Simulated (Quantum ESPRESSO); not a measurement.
```
CELL_PARAMETERS angstrom
      0.00000     2.22649     2.22649
      2.22649     0.00000     2.22649
      2.22649     2.22649     0.00000
ATOMIC_POSITIONS crystal
  N  0.25000 0.25000 0.25000
  Ga 0.00000 0.00000 0.00000
```

Cell and atoms were relaxed with LDA from Materials Project entry mp-830, within its symmetry.

Task: What does LDA (Quantum ESPRESSO, PseudoDojo norm-conserving, 84 Ry, without SOC) give for the electronic structure near the Fermi level?

Result: The LDA gap is direct, 2.01 eV at Γ. Spin-orbit splittings are left out.

This is not the ordinary phase of the substance; no match was found in the copy of COD used, and its stability was not checked.
